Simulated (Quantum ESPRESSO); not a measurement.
**Kohn-Sham bands of CdTe (wurtzite)**

```
CELL_PARAMETERS angstrom
      4.63327     0.00000     0.00000
     -2.31664     4.01253     0.00000
      0.00000     0.00000     7.60243
ATOMIC_POSITIONS crystal
  Cd 0.33333 0.66667 0.00036
  Cd 0.66667 0.33333 0.50036
  Te 0.33333 0.66667 0.37464
  Te 0.66667 0.33333 0.87464
```

Materials Project entry mp-12779; symmetrised, unrelaxed at this level. Not found in the COD (Crystallography Open Database) copy used, which has the formula in other groups; not checked further. Computed values, not measurements, from PBEsol: Quantum ESPRESSO (norm-conserving PseudoDojo potentials, cutoff 82 Ry, no spin polarisation, no spin-orbit coupling) on a Γ-centred 6×6×4 mesh, then Wannier90. Density: 12×12×4 mesh, Gaussian smearing 0.01 Ry. Spin-orbit coupling is left out although heavy elements are present.

Problem. List the Kohn-Sham levels between −8 and 3.6 eV relative to the valence-band maximum at the high-symmetry points, as a band run of pw.x on that density gives them (levels within 2 meV counted together).

Solution. 
```
point  k (reciprocal lattice)                                                                                            levels (eV)
-----  ----------------------  -----------------------------------------------------------------------------------------------------
Γ           0.000 0.000 0.000                         -7.92 (×2), -7.89 (×2), -7.59, -4.28, -0.75 (×2), -0.07, 0.00 (×2), 0.58, 1.54
M           0.500 0.000 0.000  -7.99, -7.97, -7.94, -7.90, -7.87, -7.61, -7.45, -4.22, -3.67, -2.58, -1.76, -1.35, -0.74, 2.40, 2.56
K           0.333 0.333 0.000                -8.00, -7.92 (×2), -7.92, -7.89, -7.46 (×2), -3.86 (×2), -2.88, -1.86 (×2), -1.67, 3.34
A           0.000 0.000 0.500                                              -7.96 (×2), -7.90 (×4), -2.70 (×2), -0.40 (×4), 1.90 (×2)
L           0.500 0.000 0.500                      -7.94 (×2), -7.89 (×2), -7.54 (×2), -4.20 (×2), -1.36 (×2), -1.30 (×2), 2.18 (×2)
H           0.333 0.333 0.500                      -7.92 (×2), -7.92 (×2), -7.45 (×2), -4.14 (×2), -2.35 (×2), -1.11 (×2), 2.80 (×2)
```
